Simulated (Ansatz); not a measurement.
## MnCd3Sn: single run (Ansatz)

The command:

```bash
ansatz run input.yaml --threads 1 --pin off --max-ram 2560MiB --backend cpu --events-out ev --progress --plain --runs-dir out
```

The input file (Ansatz 0.2.0, plane waves):

```yaml
crystal:
  lattice:
    - [3.81917129, 0.0, 0.0]
    - [0.0, 3.81917129, 0.0]
    - [0.0, 0.0, 3.81917129]
  atoms:
    - { symbol: Sn, position: [0.5, 0.5, 0.5] }
    - { symbol: Cd, position: [0.0, 0.5, 0.5] }
    - { symbol: Cd, position: [0.5, 0.0, 0.5] }
    - { symbol: Cd, position: [0.5, 0.5, 0.0] }
    - { symbol: Mn, position: [0.0, 0.0, 0.0] }
  symmetry: { tolerance: 0.0003 }
kpoints:
  mp_grid: { grid: [4, 4, 4], shift: [0, 0, 0] }
magnetization:
  spin_polarized: false
scf:
  occupations: { method: fermi_dirac }
  max_iter: 75
hamiltonian:
  pseudopotentials: { kind: paw }
  xc: r2scan
basis:
  ecutwfc: 500
output:
  forces: true
  stress: true
  eigenvalues: true
```

Origin of the cell: a known structure type with other elements, at an estimated volume, so it need not be a known compound.

The smearing width isn't typed, so it takes its default of 0.1 eV.

Output (shortened):

```
Pseudopotentials: kind: paw
Pseudopotential: Sn, paw, valence charge 14, recommended cutoff 500 eV (meta_gga), Sn.paw.azcp
Pseudopotential: Cd, paw, valence charge 20, recommended cutoff 500 eV (meta_gga), Cd.paw.azcp
Pseudopotential: Mn, paw, valence charge 15, recommended cutoff 500 eV (meta_gga), Mn.paw.azcp
Functional definition: r2SCAN
  exchange = r2scan_x(k0 = k0, k1 = k1, a1 = a1)
  correlation = r2scan_c
Crystal: 5 atoms, lattice volume = 55.707 Å³
Basis set: ecut = 500 eV, 1365 PW (Γ), exchange–correlation on 120×120×120 points (64 copies of the dense FFT grid, shifted against one another)
Bands: 54, of which v1, the nominal top of the filled ones, is band 45 counted from 1 (44 counted from 0)
Symmetry: 48 space group operations
[… 11 lines left out …]
Initial density: superposition of atomic densities (neutral atoms: chi_scale 0, normalization atom), corrected by the library's trained network
Functional: x = r2scan, c = r2scan; τ floored in thin density (d = 2e-4 eV/Å³)
SCF iter   1: F=—  HF=-34695.115761 eV  Δρ=7.33e-2  dr2=3.87e0  dr2_τ=5.67e-1  defer=6
SCF iter   2: F=—  HF=-34695.438993 eV  Δρ=6.72e-2  dr2=1.99e0  dr2_τ=4.54e-2  defer=22
SCF iter   3: F=—  HF=-34695.250297 eV  Δρ=1.60e-2  dr2=1.85e-1  dr2_τ=2.93e-3  defer=14
SCF iter   4: F=—  HF=-34695.238004 eV  Δρ=4.63e-3  dr2=9.80e-3  dr2_τ=2.76e-4  defer=14
[… 2 lines left out …]
SCF iter   7: F=—  HF=-34695.238236 eV  Δρ=4.63e-4  dr2=1.35e-4  dr2_τ=1.68e-6  defer=18
SCF iter   8: F=—  HF=-34695.238212 eV  Δρ=6.05e-5  dr2=1.46e-6  dr2_τ=2.75e-8  defer=18
SCF iter   9: F=—  HF=-34695.238189 eV  Δρ=1.49e-5  dr2=1.03e-7  dr2_τ=1.54e-9  defer=18
SCF iter  10: F=-34695.238190 eV  HF=-34695.238190 eV  Δρ=5.97e-6  dr2=1.85e-8  dr2_τ=4.11e-10
SCF 1 converged in 10 iterations: F = -34695.238190 eV  dr2 = 1.85e-8
SCF converged after 10 iterations
Free energy (F): -34695.238190 eV
Harris-Foulkes:  -34695.238190 eV  (|F-HF|=6.42e-9)
Internal energy: -34695.094522 eV  (E = F + TS)
E sigma→0 (E₀):  -34695.166356 eV
Entropy (-TS):   -0.143668 eV (-28.734 meV/atom)
[… 19 lines left out …]
  atom   1  Sn     0.000000     0.000000    -0.000000
  atom   2  Cd     0.000000     0.000000     0.000000
  atom   3  Cd     0.000000    -0.000000     0.000000
  atom   4  Cd     0.000000    -0.000000     0.000000
  atom   5  Mn    -0.000000    -0.000000    -0.000000
  max |Σ_I F_I| component: 0.0 eV/Å
--- Stress (GPa, compression-positive) ---
      385.117748      -0.000000       0.000000
       -0.000000     385.117748       0.000000
        0.000000       0.000000     385.117748
  P = ⅓ Tr σ = 385.1177 GPa (3851.177 kbar)
```

Task: Why shouldn't this run be trusted?

Result: It holds a lattice far too small: `crystal.lattice` scaled. The calculation finished and met its thresholds. Its numbers aren't properties of the system.

The run took 6.8 s on 1 thread of Intel(R) Xeon(R) Platinum 8259CL CPU @ 2.50GHz (Skylake/Cascade Lake), on a shared host, peak memory 0.52 GiB, from the program's own first density.
